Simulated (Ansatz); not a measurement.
Consider the following.

ZrOs:
```yaml
crystal:
  lattice:
    - [3.22611, 0.00000, 0.00000]
    - [0.00000, 3.22611, 0.00000]
    - [0.00000, 0.00000, 3.22611]
  atoms:
    - { symbol: Zr, position: [0.50000, 0.50000, 0.50000] }
    - { symbol: Os, position: [0.00000, 0.00000, 0.00000] }
```

This is the LDA-relaxed structure.

### Question
All from LDA (plane waves, PAW; program Ansatz), unless another level is named. Give the Poisson's ratio.

### Answer
0.30.

### Question
Predict the highest zone-centre frequency.

### Answer
189 cm⁻¹.

Space group Pm-3m (CsCl type). The workflow started from a Materials Project entry (that database holds measured and hypothetical structures alike); the Crystallography Open Database files this formula in space group No. 221, but the cells were not matched. Whether it is the stable phase at ambient conditions was not checked. The cell was relaxed with LDA under the symmetry of its start; of distortions, only those at the zone centre were tested. No spin polarisation was allowed. As this level gives no gap, phonon frequencies hold no LO–TO term and depend on the k-mesh and smearing (Fermi–Dirac, 0.1 eV here). Spin–orbit coupling is left out wherever it is not named.

Potentials: the later of the program's two PAW sets.
